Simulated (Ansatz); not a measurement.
Input:

CuSn:
```cif
data_Cu2Sn2
_chemical_formula_sum 'Cu2 Sn2'
_space_group_name_H-M_alt 'P 1'
_space_group_IT_number 1
_cell_length_a 4.07368
_cell_length_b 4.07368
_cell_length_c 4.92189
_cell_angle_alpha 90.000
_cell_angle_beta 90.000
_cell_angle_gamma 120.000
loop_
_space_group_symop_operation_xyz
  'x, y, z'
loop_
_atom_site_label
_atom_site_type_symbol
_atom_site_fract_x
_atom_site_fract_y
_atom_site_fract_z
_atom_site_occupancy
Cu1 Cu 0.00000 0.00000 0.00000 1
Cu2 Cu 0.00000 0.00000 0.50000 1
Sn1 Sn 0.33333 0.66667 0.25000 1
Sn2 Sn 0.66667 0.33333 0.75000 1
```

This is the LDA-relaxed structure.

### Question
All from LDA (plane waves, PAW; program Ansatz), unless another level is named. Estimate the density of states at the Fermi level.

### Answer
0.31 states/eV per atom (mean over ±0.08 eV).

### Question
Next, the formation energy from the elements (no fitted shifts)?

### Answer
-0.054 eV/atom.

Space group P6_3/mmc (NiAs type). The first step of the workflow began from a Materials Project structure, measured or hypothetical; the Crystallography Open Database files this formula in space group No. 194, but the cells were not matched. Whether it is the stable phase at ambient conditions was not checked. Symmetry was held in the LDA relaxation; its stability against distortions is not shown here. No spin polarisation was allowed. The references are the lowest solids computed at this level, not always the standard phases. Spin–orbit coupling is left out wherever it is not named.

Potentials: the later of the program's two PAW sets.
